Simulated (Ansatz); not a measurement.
Here is the system:

Bi₂W:
```xyz
6
Lattice="5.4100 1.9050 0.0000 -5.4100 1.9050 0.0000 -4.2851 0.0000 7.1471" Properties=species:S:1:pos:R:3 pbc="T T T"
W     -4.7130     1.9050     1.2401
W      0.4279     1.9050     5.9070
Bi     1.7525     1.9050     3.1884
Bi    -6.0376     1.9050     3.9587
Bi    -2.7528     1.9050     6.3127
Bi    -1.5323     1.9050     0.8344
```

This is the r²SCAN-relaxed structure.

Question: All from r²SCAN (plane waves, PAW; program Ansatz), unless another level is named. Estimate the density of states at the Fermi level.

Answer: 0.49 states/eV per atom (mean over ±0.08 eV).

Question: What about the formation energy from the elements (no fitted shifts)?

Answer: 0.69 eV/atom.

Space group C2/m. The start of the workflow was typed in or built on a structure type; neither database checked (COD, Materials Project) lists it. Whether it is the stable phase at ambient conditions was not checked. Symmetry was held in the r²SCAN relaxation; whether a distortion lowers the energy is not shown. The run is not spin-polarised. The volume moved by -18 % from the start of the relaxation. Its formation energy is positive at this level, so the cell may be metastable or incomplete. The references are the lowest solids computed at this level, not always the standard phases. Scalar-relativistic: spin–orbit coupling is off unless named, which matters more the heavier the elements.

Potentials: the earlier of the program's two PAW sets. The files were generated under PBE; for other functionals the program regenerates the frozen cores, and for LDA and PBEsol the local potential too.
